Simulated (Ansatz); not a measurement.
Theory: DFT PBE, scalar-relativistic, plane waves, PAW in Ansatz. Settings: cutoff 420 eV, Γ-centred meshes spaced at most about 0.3 Å⁻¹, and about 0.25 Å⁻¹ or finer for metals (2π included), Gaussian smearing. No spin polarisation in the final relaxations.

All energies are static (0 K, no zero-point motion). All come from trial cells, and lower structures may exist.

Question: Order these relaxed structures of CaS2 by energy, lowest first, with the energy over the lowest of them.
A.

Space group Cmmm (No. 65). a = 4.875 Å, b = 7.304 Å, c = 3.837 Å, α = 90.00°, β = 90.00°, γ = 90.00°
| atom | site | symmetry | x | y | z |
| --- | --- | --- | --- | --- | --- |
| Ca | 2c | mmm | 0.5000 | 0.0000 | 0.5000 |
| S | 4e | ..2/m | 0.2500 | 0.2500 | 0.0000 |

B.

Space group P4/mmm (No. 123). a = 4.103 Å, b = 4.103 Å, c = 4.018 Å, α = 90.00°, β = 90.00°, γ = 90.00°
| atom | site | symmetry | x | y | z |
| --- | --- | --- | --- | --- | --- |
| Ca | 1b | 4/mmm | 0.0000 | 0.0000 | 0.5000 |
| S | 2f | mmm. | 0.0000 | 0.5000 | 0.0000 |

Answer: A (0 meV/atom), B (175 meV/atom). Forms: A Cmmm; B P4/mmm. Counting S atoms around Ca (those within 1.25 times the shortest such distance or 1.15 times the sum of covalent radii): A has Ca 8; B has Ca 8.

Cells relaxed within their symmetry can be saddle points. Some candidate types were left out of the draw beforehand, so a known form may be missing.
